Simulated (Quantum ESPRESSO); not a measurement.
# Strain and stress in Al3ZnAs3S

Calculated results; nothing here was measured. They come from pw.x of Quantum ESPRESSO 7.5, a plane-wave density functional program, with PseudoDojo standard norm-conserving files (v0.5 for PBE, v0.4.1 for LDA and PBEsol). The cells are made up: elements, strain and atom displacements were drawn at random, and nothing was relaxed. There is no spin polarisation, spin-orbit coupling or dispersion term.

The cell has 8 sites of a zincblende or diamond lattice. Sites 1 to 4 hold Al Al Al Zn; sites 5 to 8 hold As As S As. Cell vectors in Å: (5.790, -0.023, 0.049); (-0.023, 5.868, -0.069); (0.049, -0.069, 5.735). Settings: PBE, cutoff 1143 eV, 4 x 4 x 4 k mesh shifted by half a step, Fermi-Dirac smearing of 0.025 eV.

Each run adds the same linear strain along x, y and z to one cell, with the atoms carried along; the vectors above are those of run 5. Stress is positive in tension and P is minus a third of its trace. E is the free energy for each atom above the lowest run shown. The last column is band 41 less band 40 at Gamma, from a band step after each run.

```
run,strain (%),s_xx (GPa),s_yy (GPa),s_zz (GPa),s_xy (GPa),P (GPa),E (meV/atom),level step at Gamma (eV)
1,-2.37,-0.70,0.14,-1.11,0.82,0.55,0.00,0.839
2,-1.66,0.72,1.57,0.31,0.69,-0.87,0.51,0.777
3,-1.46,1.10,1.94,0.68,0.65,-1.24,1.43,0.758
4,-0.31,3.05,3.89,2.63,0.47,-3.19,12.92,0.633
6,0.54,4.28,5.12,3.86,0.34,-4.42,27.65,0.530
7,1.23,5.16,5.99,4.74,0.25,-5.30,43.10,0.443
5,0.24,?,?,?,?,?,?,?
```

A rerun of one of these cells at 1437 eV and k mesh 6 x 6 x 6 moved values by no more than 0.007 eV in the cell's energy, 0.02 GPa in stress and 0.003 eV/Å in force.

## Worked fit

A parabola through the six runs shown gives P = -3.66 - 1.48 e + 0.125 e² GPa, with e in per cent and a scatter of 0.01 GPa. A linear strain of 1 % changes the volume by about 3 %, so the bulk modulus of this cell with clamped atoms is about 49 ± 1 GPa at e = 0. The error is the larger of the fit's own and the change that a cubic makes, rounded up.

## Withheld run

Question: what P should run 5 give?

The fit gives -4.01 GPa. The calculation gave -4.00 GPa.

```
run  strain (%)  s_xx (GPa)  s_yy (GPa)  s_zz (GPa)  s_xy (GPa)  P (GPa)  E (meV/atom)  level step at Gamma (eV)
  5        0.24        3.87        4.70        3.44        0.39    -4.00         21.87                     0.567
```